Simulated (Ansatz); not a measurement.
The relaxed structure here is a generated cell of CoSn: the first start was made by a random draw of sites in a space group, and the end was not matched to a known phase here, so it may be hypothetical. Known forms of CoSn include space group No. 191.

One starting cell of CoSn (a randomly generated symmetric cell of CoSn (space group No. 139)) was relaxed twice with Ansatz (plane waves, PAW, scalar-relativistic): with PBEsol at 420 eV and with PBE at 420 eV. The PBEsol result:

```cif
data_CoSn
_chemical_formula_sum 'Co1 Sn1'
_space_group_name_H-M_alt 'P 1'
_space_group_IT_number 1
_cell_length_a 3.60979
_cell_length_b 3.60979
_cell_length_c 3.60979
_cell_angle_alpha 60.000
_cell_angle_beta 60.000
_cell_angle_gamma 60.000
loop_
_space_group_symop_operation_xyz
  'x, y, z'
loop_
_atom_site_label
_atom_site_type_symbol
_atom_site_fract_x
_atom_site_fract_y
_atom_site_fract_z
_atom_site_occupancy
Co1 Co 0.50000 0.50000 0.50000 1
Sn1 Sn 0.00000 0.00000 0.00000 1
```

```
quantity                          PBEsol    PBE
--------------------------------  ------  -----
space group                        Fm-3m  Fm-3m
volume (Å³/atom)                   16.63      …
a (Å)                              5.105      …
gap (eV, no spin-orbit coupling)    0.00      …
```

Task: Fill in the PBE column.

Result: 
- volume (Å³/atom), PBE: 17.47
- a (Å), PBE: 5.189
- gap (eV, no spin-orbit coupling), PBE: 0.00

Both levels end in the same structure; PBE's volume is 5.0 % larger. Neither column is exact.

No spin polarisation in the result. A magnetic state may lie lower.

The run could not lose the symmetry of its start: the end is stationary, and may be a saddle point rather than a minimum.

All atoms sit on sites fixed by symmetry, so only the cell could relax.

Ansatz is a program for electronic structure.
